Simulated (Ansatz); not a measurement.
YP2Pd2: experiment and calculation

**Experimental background.**

“Magnetization and transport properties of single crystalline RPd2P2 (R=Y, La-Nd, Sm-Ho, Yb)”, 2016, arxiv:1601.03025 reports, for a powder of YP2Pd2 at 300 K: lattice constant a 4.05 ± 0.008 Å; lattice constant c 9.84 ± 0.02 Å.

The runs below are set against these values where they give the same quantity.

The calculation used DFT r2SCAN, scalar-relativistic, plane waves, PAW (Ansatz).

Cutoff 500 eV; k points 12×12×12 on the computed 5-atom cell (Γ-centred); Gaussian smearing, width 0.10 eV; no spin polarisation.

Relaxed structure, symmetry kept:

```cif
data_structure
_symmetry_space_group_name_H-M 'I4/mmm'
_symmetry_Int_Tables_number 139
_cell_length_a 4.0789
_cell_length_b 4.0789
_cell_length_c 9.8829
_cell_angle_alpha 90.000
_cell_angle_beta 90.000
_cell_angle_gamma 90.000
_cell_volume 164.43
loop_
_atom_site_label
_atom_site_type_symbol
_atom_site_symmetry_multiplicity
_atom_site_Wyckoff_symbol
_atom_site_fract_x
_atom_site_fract_y
_atom_site_fract_z
_atom_site_occupancy
Y1 Y 2 a 0.00000 0.00000 0.00000 1
P1 P 4 e 0.00000 0.00000 0.38930 1
Pd1 Pd 4 d 0.00000 0.50000 0.25000 1
```

- Space group: I4/mmm (No. 139)
- Volume per atom: 16.44 Å³
- Generalised Kohn–Sham band gap: none (metal)
- Density of states at the Fermi level: 1.18 states/eV per cell
- Löwdin character within 0.5 eV of the Fermi level: P 3p 34 %, Pd 4d 30 %, Y 4d 25 %, unprojected 6 %
- Bulk modulus: 142 GPa
- Its pressure derivative: 4.8
- Bader charges (e): Y (1 in the cell) 1.80, P (2 in the cell) -0.58, Pd (2 in the cell) -0.31

A measured lattice constant a of YP2Pd2 is 4.05 Å (300 K; powder; the paper above); the calculated 4.079 Å misses it by +0.7 %. The measured value has few digits, which limits the comparison. A measured lattice constant c of YP2Pd2 is 9.84 Å (300 K; powder; the paper above); the calculated 9.883 Å misses it by +0.4 %. The calculation is for 0 K without zero-point motion.

Cost: 6 runs of about 25 core-minutes in all, on Arm Neoverse V1 (shared hosts).